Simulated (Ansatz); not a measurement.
# Guessed and relaxed cells of FePdC4N4

A trial structure of FePdC4N4 was built thus: two interpenetrating cyanide-bridged diamond nets (P-43m, No. 215). Its size is a rough estimate.

start.cif

```cif
data_structure
_symmetry_space_group_name_H-M 'P-43m'
_symmetry_Int_Tables_number 215
_cell_length_a 5.9329
_cell_length_b 5.9329
_cell_length_c 5.9329
_cell_angle_alpha 90.000
_cell_angle_beta 90.000
_cell_angle_gamma 90.000
_cell_volume 208.83
loop_
_atom_site_label
_atom_site_type_symbol
_atom_site_symmetry_multiplicity
_atom_site_Wyckoff_symbol
_atom_site_fract_x
_atom_site_fract_y
_atom_site_fract_z
_atom_site_occupancy
Fe1 Fe 1 a 0.00000 0.00000 0.00000 1
Pd1 Pd 1 b 0.50000 0.50000 0.50000 1
C1 C 4 e 0.18859 0.18859 0.18859 1
N1 N 4 e 0.30245 0.30245 0.30245 1
```

Method: Ansatz, DFT PBE, scalar-relativistic, plane waves, PAW. Cutoff 420 eV, Gaussian smearing, Γ-centred meshes. Cell and atoms relax on a converged mesh. In metals the finer mesh still leaves noise of several meV/atom or more. The steps can't lower the symmetry of their start. Collinear spin, starting moments Fe 4.0 μB.

end.cif

```cif
data_structure
_symmetry_space_group_name_H-M 'P-43m'
_symmetry_Int_Tables_number 215
_cell_length_a 6.0200
_cell_length_b 6.0200
_cell_length_c 6.0200
_cell_angle_alpha 90.000
_cell_angle_beta 90.000
_cell_angle_gamma 90.000
_cell_volume 218.17
loop_
_atom_site_label
_atom_site_type_symbol
_atom_site_symmetry_multiplicity
_atom_site_Wyckoff_symbol
_atom_site_fract_x
_atom_site_fract_y
_atom_site_fract_z
_atom_site_occupancy
Fe1 Fe 1 a 0.00000 0.00000 0.00000 1
Pd1 Pd 1 b 0.50000 0.50000 0.50000 1
C1 C 4 e 0.18772 0.18772 0.18772 1
N1 N 4 e 0.30032 0.30032 0.30032 1
```

The symmetry stays P-43m (No. 215). The volume per atom grows by 4.5 %, from 20.9 to 21.8 Å³. The shortest distance stays 1.17 Å (C–N).

* Volume per atom: 21.82 Å³
* Density: 2.03 g/cm³
* Energy over the elements: +0.74 eV/atom
* Gap on the 6×6×6 mesh of the 10-atom cell: 0 eV (a metal)
* Net moment per atom: 0.28 μB
* Moment by site: Fe 2.8; Pd -0.6 μB

Energies over the elements count from the elements' standard structures at the same level (N₂ as a molecule), with no fitted energy shifts. A positive value: parting into the elements would lower its energy.

The last run used collinear spin and Gaussian smearing of 0.10 eV. The reference form of C is held partly by dispersion forces, which this level lacks. Another magnetic order may lie lower. Symmetry constrained the relaxation, so the result can be a saddle point. In all, the 2 runs took 17 min on 1 thread of Arm Neoverse N1, with other jobs on the host. Site moments count only spheres around the atoms; the net moment includes the space between them.
